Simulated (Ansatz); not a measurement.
An Ansatz (a program for electronic structure) input:

Ansatz 0.2 input:
```yaml
crystal:
  lattice:
    - [4.7692122076, 0.0, 0.0]
    - [0.0, 4.7692122076, 0.0]
    - [0.0, 0.0, 3.211989351]
  atoms:
    - { symbol: Sn, position: [0.0, 0.0, 0.0] }
    - { symbol: Sn, position: [0.5, 0.5, 0.5] }
    - { symbol: O, position: [0.8062899781, 0.8062899781, 0.5] }
    - { symbol: O, position: [0.1937100219, 0.1937100219, 0.5] }
    - { symbol: O, position: [0.3062899781, 0.6937100219, 0.0] }
    - { symbol: O, position: [0.6937100219, 0.3062899781, 0.0] }
kpoints:
  mp_grid: { grid: [5, 5, 7] }
basis: { xc_grid: 2 }
hamiltonian:
  xc: pbesol
  pseudopotentials: { kind: paw }
scf:
  occupations: { method: fixed }
output:
  optics: { e_range: [0.0, 15.0], de: 0.05, sigma: 0.1, bands: { spectra_wanted_up_to: 12 eV } }
```

**Question.** How many symmetry operations and irreducible k-points will the run report?

**Answer.** 16 operations, 24 of 175 k-points.

**Question.** With a cutoff of 420 eV, how many plane waves at Γ?

**Answer.** 1435.

It took around 40 core-seconds (rough) on shared server cores.

Space group P4_2/mnm (rutile). Symmetry was held in the PBEsol relaxation. Spin–orbit coupling is left out wherever it is not named.

Potentials: the later of the program's two PAW sets.

Ansatz is a plane-wave DFT program.
